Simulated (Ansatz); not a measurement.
Relaxed-ion elastic tensor of YF₃ in space group Pnma (No. 62; Y on 4c, F on 8d, F on 4c) in GPa (Voigt order), the program Ansatz at the PBEsol level (PAW); density 5.12 g/cm³, 11.82 Å³ per atom.

|  | 1 | 2 | 3 | 4 | 5 | 6 |
|---|---|---|---|---|---|---|
| 1 | 217 | 97.2 | 120 | 0.0 | 0.0 | 0.0 |
| 2 | 97.2 | 230 | 58.2 | 0.0 | 0.0 | 0.0 |
| 3 | 120 | 58.2 | 125 | 0.0 | 0.0 | 0.0 |
| 4 | 0.0 | 0.0 | 0.0 | 59.3 | 0.0 | 0.0 |
| 5 | 0.0 | 0.0 | 0.0 | 0.0 | 64.8 | 0.0 |
| 6 | 0.0 | 0.0 | 0.0 | 0.0 | 0.0 | 59.5 |

**Question.** Is the crystal mechanically stable?

**Answer.** Yes: the smallest eigenvalue of C is 42.3 GPa.

**Question.** Work out the Voigt, Reuss and Hill averages.

**Answer.** K_V = 125, K_R = 106, K_H = 115; G_V = 56.5, G_R = 45.9, G_H = 51.2 GPa.

**Question.** Give Young's modulus, Poisson's ratio, Pugh's ratio and the universal anisotropy index.

**Answer.** E = 9KG/(3K + G) = 134 GPa; ν = 0.31; K/G = 2.25 (ductile by the Pugh limit of 1.75); A_U = 5G_V/G_R + K_V/K_R − 6 = 1.33.

**Question.** Estimate the sound speeds and the Debye temperature.

**Answer.** v_l = √((K + 4G/3)/ρ) = 5980 m/s, v_t = √(G/ρ) = 3160 m/s, mean 3530 m/s; Θ = (h/k)(3n/4πV)^(1/3) v_m = 462 K.

**Question.** Solve the Christoffel equation for the three sound speeds along x, y, z.

**Answer.** Eigenvalues of C_ijkl n_j n_l equal ρv². In km/s, slowest first: x 3.41, 3.56, 6.51; y 3.40, 3.41, 6.69; z 3.40, 3.56, 4.94.

**Question.** How much does each axis shrink under pressure?

**Answer.** Linear compressibilities β_i = Σ_j S_ij (j = 1 to 3): x -0.72, y 2.8, z 7.4 per TPa.

The first step of the workflow began from a Materials Project structure, measured or hypothetical; the Crystallography Open Database files this formula in space group No. 62, but the cells were not matched. Its standing as an ambient phase is unchecked. The cell was relaxed with PBEsol under the symmetry of its start; of distortions, only those at the zone centre were tested. No spin polarisation was allowed.

Potentials: the later of the program's two PAW sets.
